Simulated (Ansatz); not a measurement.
Cu₂Se (anti-fluorite, Fm-3m) at seven volumes, DFT-LDA in the program Ansatz with PAW potentials, scaled uniformly. One row is withheld.

| V (Å³/atom) | P (GPa) |
|---|---|
| 13.688 | 13.24 |
| 14.139 | ? |
| 14.591 | 3.64 |
| 15.042 | -0.01 |
| 15.493 | -3.07 |
| 15.944 | -5.62 |
| 16.396 | -7.75 |

Q: Fit the shown pressures and predict the withheld one.

A: P = (3/2)B₀(x^(7/2) − x^(5/2))[1 + (3/4)(B′ − 4)(x − 1)] with x = (V₀/V)^(2/3). Least squares on the six rows gives V₀ = 15.040 Å³/atom, B₀ = 111 GPa, B′ = 4.96. At V = 14.139, x = 1.0420 and P = 7.99 GPa. The run itself gave 8.01 GPa.

The first step of the workflow began from a Materials Project structure, measured or hypothetical; the Crystallography Open Database copy checked does not list it. COD files the formula under space group No. 216, so this cell is another polymorph or a model. Whether it is the stable phase at ambient conditions was not checked. Symmetry was held in the LDA relaxation; of distortions, only those at the zone centre were tested. The run is not spin-polarised.

Potentials: the later of the program's two PAW sets.
